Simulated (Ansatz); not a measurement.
NbSi2:
```yaml
crystal:
  lattice:
    - [4.79613, 0.00000, 0.00000]
    - [-2.39807, 4.15357, 0.00000]
    - [0.00000, 0.00000, 6.57792]
  atoms:
    - { symbol: Nb, position: [0.50000, 0.50000, 0.66667] }
    - { symbol: Nb, position: [0.00000, 0.50000, 0.33333] }
    - { symbol: Nb, position: [0.50000, 0.00000, 0.00000] }
    - { symbol: Si, position: [0.68344, 0.84172, 0.33333] }
    - { symbol: Si, position: [0.84172, 0.68344, 0.00000] }
    - { symbol: Si, position: [0.15828, 0.84172, 0.66667] }
    - { symbol: Si, position: [0.31656, 0.15828, 0.33333] }
    - { symbol: Si, position: [0.15828, 0.31656, 0.00000] }
    - { symbol: Si, position: [0.84172, 0.15828, 0.66667] }
```

Relaxed with r²SCAN. Special points in fractions of this cell's reciprocal vectors: Γ (0.000, 0.000, 0.000); M (0.500, 0.000, 0.000); K (0.333, 0.333, 0.000); A (0.000, 0.000, 0.500); L (0.500, 0.000, 0.500); H (0.333, 0.333, 0.500).

Problem. List the band energies nearest the Fermi level at these points for r²SCAN in the plane-wave PAW code Ansatz.

Solution. In eV from the Fermi level; about four levels below and three above (degenerate sets whole), none deeper than 8.9 eV; points with the same levels are listed once.

```
k                          below                above
-  -----------------------------  -------------------
Γ  -2.36 -2.36 -2.09 -2.09 -1.20       0.89 3.34 3.58
M        -1.10 -0.75 -0.14 -0.07       0.81 1.26 1.62
K  -1.91 -1.91 -1.71 -1.69 -1.69       0.32 0.32 0.44
A        -2.21 -1.82 -1.56 -1.56  1.06 1.06 2.95 2.95
L        -1.94 -1.78 -0.67 -0.33       1.51 1.93 2.46
H        -0.82 -0.82 -0.19 -0.19  0.88 2.16 2.24 2.24
```

Space group P6_422. The workflow started from a Materials Project entry (that database holds measured and hypothetical structures alike); the Crystallography Open Database files this formula in space group No. 181, but the cells were not matched. Whether it is the stable phase at ambient conditions was not checked. Symmetry was held in the r²SCAN relaxation; whether a distortion lowers the energy is not shown. The run is not spin-polarised. Scalar-relativistic: spin–orbit coupling is off unless named, which matters more the heavier the elements.

Potentials: the later of the program's two PAW sets.
